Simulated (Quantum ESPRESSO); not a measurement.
# Computed NMR tensors in ZrO2

```
ZrO2
1.0
    5.15399     0.00000     0.00000
    0.00000     5.22811     0.00000
   -0.87386     0.00000     5.25757
Zr O
4 8
Direct
  0.72369   0.95785   0.79040
  0.27631   0.04215   0.20960
  0.27631   0.45785   0.70960
  0.72369   0.54215   0.29040
  0.06921   0.16629   0.84383
  0.93079   0.83371   0.15617
  0.93079   0.66629   0.65617
  0.06921   0.33371   0.34383
  0.55070   0.25742   0.02140
  0.44930   0.74258   0.97860
  0.44930   0.75742   0.47860
  0.55070   0.24258   0.52140
```
The cell comes from the Materials Project (a computed structure). It is ZrO2 in P2₁/c. Stability against distortions was not tested. The run has no spin polarisation.

Computed: shieldings by GIPAW with PBE in a modified build of Quantum ESPRESSO, on JTH PAW datasets, 22.5 Ha, k-mesh 4×4×4 shifted, f-sum rule met within 0.003 %.

```csv
site,site symmetry,σ_iso (ppm)
"Zr (atoms 1, 2, 3, 4)",1,1699
"O1 (atoms 5, 6, 7, 8)",1,-202
"O2 (atoms 9, 10, 11, 12)",1,-125
```

Shieldings are absolute and leave out the bulk-susceptibility term; a larger σ means a smaller chemical shift. In our sweeps, cutoffs and meshes of this size left a few ppm, and up to some 20 ppm on atoms from Zn on. Spin–orbit coupling is left out; its weight grows with the heaviest atom, Zr here. Static lattice: thermal averaging is not included.
